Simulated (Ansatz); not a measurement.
## Is this TiAl₃ structure stable?

It was relaxed at this level from a Materials Project cell.

Theory: Ansatz, DFT PBE, scalar-relativistic, plane waves, PAW. Cutoff 420 eV, Γ-centred 18×18×18 mesh (4-atom cell), Gaussian smearing of 0.10 eV, no spin polarisation.

Space group I4/mmm (No. 139). a = 3.845 Å, b = 3.845 Å, c = 8.622 Å, α = 90.00°, β = 90.00°, γ = 90.00°
| atom | site | symmetry | x | y | z |
| --- | --- | --- | --- | --- | --- |
| Ti | 2a | 4/mmm | 0.0000 | 0.0000 | 0.0000 |
| Al | 2b | 4/mmm | 0.5000 | 0.5000 | 0.0000 |
| Al | 4d | -4m2 | 0.0000 | 0.5000 | 0.2500 |

Energies over the elements count from the elements' standard structures at the same level, with no fitted energy shifts.

Problem. These tests were run: energy against the elements; phonons at Γ; elastic tensor. What do they show?

Solution.

```csv
test,result
energy against the elements,−0.40 eV/atom
phonons at Γ,lowest optical mode 195 cm⁻¹
elastic tensor,least eigenvalue 91 GPa
```

It fails none of these tests. Competing phases weren't compared here. Phonons away from Γ weren't computed.

The run for the phonons used an 18×18×18 k mesh and Fermi–Dirac smearing of 0.15 eV. The run for the elastic tensor used an 18×18×18 k mesh and Fermi–Dirac smearing of 0.15 eV.
